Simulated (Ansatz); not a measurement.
TiOs (Pm-3m), elastic constants by finite strains: input and output

Computed with r²SCAN, PAW on Ansatz 0.2.0's default frozen-core files (fitted under PBE), scalar-relativistic; not a measurement.

The cell comes from a PAW relaxation under the same functional.

Command:

```sh
ansatz run input.yaml --threads 1 --pin off --max-ram 2560MiB --backend cpu --events-out ev --progress --plain --runs-dir out
```

Input:

```yaml
crystal:
  lattice:
    - [3.08074115176, 0.0, 0.0]
    - [0.0, 3.08074115176, 0.0]
    - [0.0, 0.0, 3.08074115176]
  atoms:
    - { symbol: Ti, position: [0.5, 0.5, 0.5] }
    - { symbol: Os, position: [0.0, 0.0, 0.0] }
kpoints:
  mp_grid: { grid: [14, 14, 14] }
scf:
  occupations: { method: fermi_dirac, width: 0.1 }
hamiltonian:
  xc: r2scan
  pseudopotentials: { kind: paw }
elastic:
  mode: relaxed_ion
  stencil: two_point
  amplitude: 0.008
```

Output (shortened where marked):

```
Warning: RAYON_NUM_THREADS=1 ignored (pool sized by the plan → 1); use --threads N
Engine: ansatz 0.2.0, aarch64-unknown-linux-gnu
Pseudopotentials: kind: paw
Pseudopotential: Ti, paw, valence charge 12, recommended cutoff 500 eV (meta_gga), Ti.paw.azcp
Pseudopotential: Os, paw, valence charge 16, recommended cutoff 500 eV (meta_gga), Os.paw.azcp
Functional definition: r2SCAN
  parameter k0 = 0.174
  parameter k1 = 0.065
  parameter a1 = 4.9479
  exchange = r2scan_x(k0 = k0, k1 = k1, a1 = a1)
  correlation = r2scan_c
Crystal: 2 atoms, lattice volume = 29.239 Å³
Basis set: ecut = 500 eV, 739 PW (Γ), exchange–correlation on 96×96×96 points (64 copies of the dense FFT grid, shifted against one another)
Bands: 18, of which v1, the nominal top of the filled ones, is band 14 counted from 1 (13 counted from 0)
Symmetry: 48 space group operations
Space group: Pm-3m (ITA 221), of the structure as read, at distance tolerance 3.1e-5 Å
k-points: 120 of 2744
Non-local potential: Ti, projectors of the file, l = 0: 3, l = 1: 2, l = 2: 3, l = 3: 1
Non-local potential: Os, projectors of the file, l = 0: 3, l = 1: 2, l = 2: 2, l = 3: 1
[... 123 lines left out ...]
       501.567    143.731    143.731     -0.000     -0.000     -0.000
       143.731    501.567    143.731     -0.000     -0.000     -0.000
       143.731    143.731    501.567     -0.000     -0.000     -0.000
        -0.000     -0.000     -0.000    126.669      0.000      0.000
        -0.000     -0.000      0.000      0.000    126.669      0.000
        -0.000     -0.000      0.000      0.000      0.000    126.669
  reference stress σ⁰ (GPa):     -0.001     -0.001     -0.001     -0.000     -0.000      0.000
  C* (energy form; C + prestress term) asymmetry max|C*_kj − C*_jk| = 2.842e-14 GPa — a small one proves nothing (zero by symmetry where the batch's group is 432, −43m or m−3m); a large one is finite-difference/SCF noise where ...
  moduli (Voigt/Reuss/Hill, GPa): K = 263.01/263.01/263.01   G = 147.57/143.42/145.50   E = 368.53   ν = 0.266
  mechanically stable: yes (min eigenvalue of sym C = 126.67 GPa)
  strain η (Voigt 11):  stress-route row diagonal C_11 = 501.57 GPa, energy-path curvature d²(F+E_count+ΔE)/dδ²/Ω₀ = 501.44 GPa
         δ    σ_11 (GPa)             F (eV)   n_scf  n_hpsi   n_pw
    -8.000e-3      -4.1210      -13903.6338513      11  117579    748   relax 0 steps, max|allowed force component| 2.96e-30 eV/Å
     8.000e-3       3.9041      -13903.6339567       9  100200    768   relax 0 steps, max|allowed force component| 9.66e-30 eV/Å
  strain η (Voigt 23):  stress-route row diagonal C_44 = 126.67 GPa, energy-path curvature d²(F+E_count+ΔE)/dδ²/Ω₀ = 126.62 GPa
         δ    σ_23 (GPa)             F (eV)   n_scf  n_hpsi   n_pw
    -8.000e-3      -1.0133      -13903.6360953       9  171982    760   relax 0 steps, max|allowed force component| 1.26e-29 eV/Å
     8.000e-3       1.0134      -13903.6360953       8  155047    760   relax 0 steps, max|allowed force component| 1.26e-29 eV/Å
```

Self-consistency was reached.

### Elastic constants

Elastic constants of a crystal by Kohn-Sham DFT: slopes of the stress over finite engineering strains of the given cell, Voigt indices, Cartesian axes as in the input.

```json
{"Pressure at rest": "0.001 GPa", "Least elastic eigenvalue": "126.7 GPa", "Elastically stable": "yes"}
```

```tsv
index	elastic (GPa)
11	501.6
12	143.7
44	126.7
```

**Strained cells**

Stress of each strained cell less that at rest, tension positive.

| strain component | strain | stress xx (GPa) | stress yy (GPa) | stress zz (GPa) | stress yz (GPa) | stress xz (GPa) | stress xy (GPa) | relaxation steps |
| --- | --- | --- | --- | --- | --- | --- | --- | --- |
| xx | -0.008 | -4.12 | -1.174 | -1.174 | 0 | 0 | 0 | 0 |
| xx | 0.008 | 3.905 | 1.125 | 1.125 | 0 | 0 | 0 | 0 |
| yz | -0.008 | -0.0188 | -0.0096 | -0.0096 | -1.013 | 0 | 0 | 0 |
| yz | 0.008 | -0.0188 | -0.0096 | -0.0096 | 1.013 | 0 | 0 | 0 |

### Elastic moduli

Hill averages of a grain aggregate, Debye temperature from the mean sound speed over directions.

```
Bulk modulus                     : 263 GPa
Shear modulus                    : 145.5 GPa
Young modulus                    : 368.5 GPa
Poisson ratio                    : 0.2665
Bulk over shear modulus          : 1.808
Elastic anisotropy index         : 0.1446
Least young modulus              : 327.4 GPa
Largest young modulus            : 437.5 GPa
Longitudinal sound speed         : 5814 m/s
Transverse sound speed           : 3280 m/s
Elastic debye temperature        : 443.1 K
Linear compressibility (x, y, z) : 1.267, 1.267, 1.267 1/TPa
Zener ratio                      : 0.708
Cauchy pressure                  : 17.06 GPa
```

Known limits: frozen-core PAW files fitted under PBE, their cores solved anew for the functional of the run; responses of metals move with mesh and smearing; no spin-orbit coupling on heavy atoms.

It took 2.1 min on 1 thread of Arm Neoverse V2 (shared host), peak memory 0.6 GiB.
